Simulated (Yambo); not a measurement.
G0W0@PBEsol for CsCaBr₃ (cubic perovskite, space group Pm-3m, No. 221) in Yambo. Reference settings: 2×2×2 Γ-centred k mesh, 330 bands and a 8 Ry block in the screening, 330 bands in G with the Bruneval-Gonze terminator, plasmon pole fitted at 27.2 eV. The PBEsol gap R → Γ on this mesh is 4.30 eV; G0W0 gaps are taken between the same points.

With and without the terminator, as bands are cut:

| bands in G (in W) | gap, terminator (eV) | gap, none (eV) | valence shift, terminator (eV) | valence shift, none (eV) |
|---|---|---|---|---|
| 111 (330) | 6.494 | 6.290 | -1.518 | -1.075 |
| 206 (330) | 6.505 | 6.419 | -1.559 | -1.366 |
| 330 (330) | 6.512 | 6.482 | -1.573 | -1.493 |

Over this range the gap spans 0.018 eV with the terminator and 0.192 eV without, the valence shift 0.055 eV and 0.418 eV. Neither column has reached its limit for certain.

Spin-orbit coupling is not included.

Geometry of the Materials Project entry, not relaxed at this level; primitive cell a = b = c = 5.7087 Å, α = β = γ = 90.00°.

The structure is a Materials Project entry; no match was found in the copy of COD used, and its stability was not checked.

A shift is the quasiparticle energy of the state minus its PBEsol energy.
